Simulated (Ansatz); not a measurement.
Total density of states per atom from DFT-LDA in the program Ansatz with PAW potentials, in 0.25 eV bins, energy from the Fermi level:

```csv
E (eV),states/eV/atom
-7.85,0.00
-7.60,0.00
-7.35,0.00
-7.10,0.00
-6.85,0.00
-6.60,0.00
-6.35,0.00
-6.10,0.00
-5.85,0.02
-5.60,0.31
-5.35,0.42
-5.10,0.58
-4.85,1.28
-4.60,0.80
-4.35,0.55
-4.10,0.47
-3.85,0.38
-3.60,0.62
-3.35,0.80
-3.10,1.14
-2.85,1.76
-2.60,1.44
-2.35,0.85
-2.10,0.76
-1.85,0.76
-1.60,0.85
-1.35,0.79
-1.10,0.56
-0.85,0.32
-0.60,0.23
-0.35,0.16
-0.10,0.16
0.15,0.30
0.40,0.47
0.65,0.87
0.90,0.72
1.15,0.44
1.40,0.66
1.65,1.38
1.90,1.37
2.15,1.54
2.40,0.25
2.65,0.00
2.90,0.02
3.15,0.73
3.40,1.35
3.65,0.93
3.90,0.84
4.15,0.75
4.40,0.49
4.65,0.21
```

Problem. Pick the material that matches.
A) TiS2, CdI2 type
B) MgO, rock salt
C) Cu, fcc (Cu type)
D) TaC, rock salt

Solution. A, TiS2, CdI2 type. Within 0.5 eV of the Fermi level: Ti 3d 56 %, S 3p 39 %. Projections are on Löwdin-orthogonalised atomic valence shells; empty p or d shells of many metals are not among them.

Space group P-3m1 (CdI2 type). Symmetry was held in the LDA relaxation; phonons on a q-mesh show no instability. The run is not spin-polarised. A crystal of weakly bound layers computed without a dispersion correction: the cell and the soft elastic constants depend strongly on that.

Potentials: the later of the program's two PAW sets.
